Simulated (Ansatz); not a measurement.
Rh (fcc, Cu type)

```
CELL_PARAMETERS angstrom
      0.00000     1.91503     1.91503
      1.91503     0.00000     1.91503
      1.91503     1.91503     0.00000
ATOMIC_POSITIONS crystal
  Rh 0.00000 0.00000 0.00000
```

The slice is a {111} plane (indices of the conventional cell) through the point (0.000, 0.000, 0.000) (fractional), spanned by u = [100] and v = [-1 2 0] in vectors of this cell: u (2.71 Å) and v (4.69 Å, at 90° to u). It covers one period; positions are fractions (u, v).

These are PBE (plane waves to 420 eV, PAW, scalar-relativistic; Ansatz, a first-principles code) values and carry that method's errors. k mesh 21×21×21. These are valence fields of a PAW run, semicore shells included where kept as valence: close to a nucleus they are smooth pseudo fields. Rh is run without spin polarisation. Rh was relaxed with its symmetry unable to fall.

### Question
What is the valence density on the shortest Rh–Rh line in this plane (2.71 Å), at its midpoint?

### Answer
0.36 e/Å³.

### Question
What is the ELF at the midpoint of the shortest Rh–Rh line in this plane (2.71 Å)?

### Answer
0.27.

### Question
Sketch the valence electron density on this plane as a map.

### Answer
```tsv
v \ u	0.00	0.14	0.29	0.43	0.57	0.71	0.86
0.88	0.7	0.5	-0.1	-0.5	-0.5	-0.1	0.5
0.75	-0.4	-0.4	-0.4	-0.4	-0.4	-0.4	-0.4
0.62	-0.5	-0.4	0.2	0.7	0.7	0.2	-0.4
0.50	-0.4	-0.1	0.7	1.1	1.1	0.7	-0.1
0.38	-0.5	-0.4	0.2	0.7	0.7	0.2	-0.4
0.25	-0.4	-0.4	-0.4	-0.4	-0.4	-0.4	-0.4
0.12	0.7	0.5	-0.1	-0.5	-0.5	-0.1	0.5
0.00	1.2	1.0	0.3	-0.4	-0.4	0.3	1.0
```

Values: log₁₀ of the valence density in e/Å³. The scale is logarithmic, as a density can span decades between atoms and voids.
